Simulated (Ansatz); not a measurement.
Cs₂AgBiBr₆ (double-perovskite type, space group Fm-3m)

```xyz
10
Lattice="0.0000 5.7385 5.7385 5.7385 0.0000 5.7385 5.7385 5.7385 0.0000" Properties=species:S:1:pos:R:3 pbc="T T T"
Cs     2.8692     2.8692     2.8692
Cs     8.6077     8.6077     8.6077
Ag     5.7385     5.7385     5.7385
Bi     0.0000     0.0000     0.0000
Br     2.8850     5.7385     5.7385
Br     8.5920     5.7385     5.7385
Br     5.7385     2.8850     5.7385
Br     5.7385     8.5920     5.7385
Br     5.7385     5.7385     2.8850
Br     5.7385     5.7385     8.5920
```

The slice is a {100} plane (indices of the conventional cell) through the point (0.749, 0.251, 0.749) (fractional), spanned by u = [100] and v = [0 1 -1] in vectors of this cell: u (8.12 Å) and v (8.12 Å, at 90° to u). It covers one period; positions are fractions (u, v).

Method: PBE (plane waves to 420 eV, PAW, scalar-relativistic; Ansatz, a program for electronic structure). k mesh 5×5×5. Near the nuclei the fields are pseudised (PAW); where an atom keeps semicore shells as valence, they peak there. Cs2AgBiBr6 was relaxed with its symmetry unable to fall. Spin-orbit coupling is left out, though Bi is heavy.

Sketch the valence electron density on this plane as a map.


```
v \ u  0.00  0.12  0.25  0.38  0.50  0.62  0.75  0.88
-----  ----  ----  ----  ----  ----  ----  ----  ----
0.88   -0.2  -0.5  -0.2  -0.5  -0.2  -0.8  -1.8  -0.9
0.75   -1.3  -0.2   0.9  -0.2  -1.3  -1.8  -2.3  -1.8
0.62   -0.3  -0.5  -0.2  -0.5  -0.3  -0.9  -1.8  -0.9
0.50   -1.2  -0.2  -1.3  -0.3  -1.2  -0.2  -1.4  -0.3
0.38   -0.2  -0.8  -1.8  -0.9  -0.2  -0.6  -0.3  -0.6
0.25   -1.4  -1.8  -2.3  -1.8  -1.4  -0.3   1.3  -0.2
0.12   -0.3  -0.9  -1.8  -0.9  -0.3  -0.6  -0.2  -0.6
0.00   -1.2  -0.2  -1.3  -0.3  -1.2  -0.2  -1.4  -0.3
```

Values: log₁₀ of the valence density in e/Å³. The scale is logarithmic, as a density can span decades between atoms and voids.
